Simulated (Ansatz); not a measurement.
# Ansatz 0.2.0, settings compared: BiW

Launch command:

```bash
ansatz run input.yaml --threads 1 --pin off --max-ram 2560MiB --backend cpu --events-out ev --progress --plain --runs-dir out
```

The input file (Ansatz 0.2.0, plane waves):

```yaml
crystal:
  lattice:
    - [5.392112, 0.0, 0.0]
    - [0.0, 6.52123, 0.0]
    - [0.032652, 0.0, 5.668539]
  atoms:
    - { symbol: W, position: [0.0, 0.182, 0.25] }
    - { symbol: W, position: [0.0, 0.818, 0.75] }
    - { symbol: Bi, position: [0.5, 0.68, 0.25] }
    - { symbol: Bi, position: [0.5, 0.32, 0.75] }
  symmetry: { tolerance: 0.0003 }
kpoints:
  mp_grid: { grid: [4, 3, 3], shift: [0, 0, 0] }
magnetization:
  spin_polarized: false
scf:
  occupations: { method: fermi_dirac }
hamiltonian:
  pseudopotentials: { kind: paw }
  xc: pbe
basis:
  ecutwfc: 420
output:
  forces: true
  stress: true
  eigenvalues: true
  write_density: true
  write_potential: true
  elf: true
  volumetric_format: npy
```

Origin of the cell: a known structure type with other elements, at an estimated volume, so it need not be a known compound.

The smearing width isn't typed, so it takes its default of 0.1 eV.

Output of this run (shortened):

```
SCF iter   1: F=—  HF=-45546.284148 eV  Δρ=4.91e-3  dr2=1.11e-1
SCF iter   2: F=—  HF=-45546.279416 eV  Δρ=2.60e-3  dr2=3.20e-2
SCF iter   3: F=—  HF=-45546.277894 eV  Δρ=9.03e-4  dr2=1.62e-3
SCF iter   4: F=—  HF=-45546.277834 eV  Δρ=2.13e-4  dr2=1.50e-4
SCF iter   5: F=—  HF=-45546.277908 eV  Δρ=7.80e-5  dr2=2.21e-5
SCF iter   6: F=—  HF=-45546.277726 eV  Δρ=5.22e-5  dr2=5.78e-6
SCF iter   7: F=—  HF=-45546.277726 eV  Δρ=1.67e-5  dr2=9.83e-7
SCF iter   8: F=-45546.277726 eV  HF=-45546.277726 eV  Δρ=4.65e-6  dr2=9.07e-8
SCF 1 converged in 8 iterations: F = -45546.277726 eV  dr2 = 9.07e-8
SCF converged after 8 iterations
Free energy (F): -45546.277726 eV
Harris-Foulkes:  -45546.277726 eV  (|F-HF|=6.16e-9)
Internal energy: -45545.810326 eV  (E = F + TS)
E sigma→0 (E₀):  -45546.044026 eV
Entropy (-TS):   -0.467400 eV (-116.850 meV/atom)
Fermi energy:    4.992111 eV
--- Per-component energies (eV) ---
  E_band       = -991.083579
  E_kinetic    = 1462.389166
  E_local      = -6289.327483  (includes V_loc(G=0)·N_el)
  E_nonlocal   = 1130.749317
  E_hartree    = 2129.523240
  E_xc         = -809.930487
  E_vxc        = -730.449614  (∫ρ·V_xc dr)
  E_paw        = -38452.077914  (= ΣΔE_a)
  E_vpaw       = -823.497271  (= ΣTr[D̂ρ^β])
  E_aug_tail   = -0.000989  (compensation charges beyond the density's cutoff)
  E_ewald      = -4717.135176
  E_smearing   = -0.467400  (= −TS)
  Σ components = -45546.277726   (vs F -45546.277726, Δ=0.00e0)
--- Forces (eV/Å), atoms counted from 1 ---
  atom   1  W      0.000000    -1.728383    -0.000000
  atom   2  W     -0.000000     1.728383     0.000000
  atom   3  Bi     0.000000    -0.115518    -0.000000
  atom   4  Bi    -0.000000     0.115518     0.000000
  max |Σ_I F_I| component: 2.22e-16 eV/Å
--- Stress (GPa, compression-positive) ---
      -11.039339       0.000000       0.055430
        0.000000     -13.970053      -0.000000
        0.055430      -0.000000     -15.985051
  P = ⅓ Tr σ = -13.6648 GPa (-136.648 kbar)
```

The same input was run again with these changes:

1. `scf.occupations.method` fermi_dirac → tetrahedron_uncorrected; `kpoints.mp_grid.grid` [4, 3, 3] → [3, 2, 2]
2. `kpoints.mp_grid.grid` [4, 3, 3] → [1, 1, 1]
3. `kpoints.mp_grid.grid` [4, 3, 3] → [1, 1, 1]
4. `scf.lower_state_search` default → full

```
 run        end  SCF iterations  P (GPa)  max force component (eV/Å)  gap on mesh (eV)  moment (μB)  ΔE(σ→0) (meV/atom)
base  converged               8   -13.66                       1.728              none            –                   0
   1  converged              11   -13.80                       1.745              none            –               -8.71
   2  converged              10   -11.27                       1.762                 –            –              440.40
   3  converged              10   -11.27                       1.762                 –            –              440.40
   4  converged              14   -13.66                       1.728              none            –                0.00
```

Energies are compared only where functional, datasets, charge and starting cell are the same.

Not properties of the system: run 1 (too coarse or loose: `kpoints.mp_grid.grid` = [3, 2, 2]), run 2 (too coarse or loose: `kpoints.mp_grid.grid` = [1, 1, 1]), run 3 (too coarse or loose: `kpoints.mp_grid.grid` = [1, 1, 1]).

Caveats of the base run: no moments, though an odd count or open d shells may carry them; no spin-orbit coupling, though heavy elements are present; the k mesh is coarse if the cell is a metal.

The base run ran for 4.4 s on 1 thread of Intel(R) Xeon(R) 6975P-C (Granite Rapids), on a shared host, peak memory 0.47 GiB, from the program's own first density.
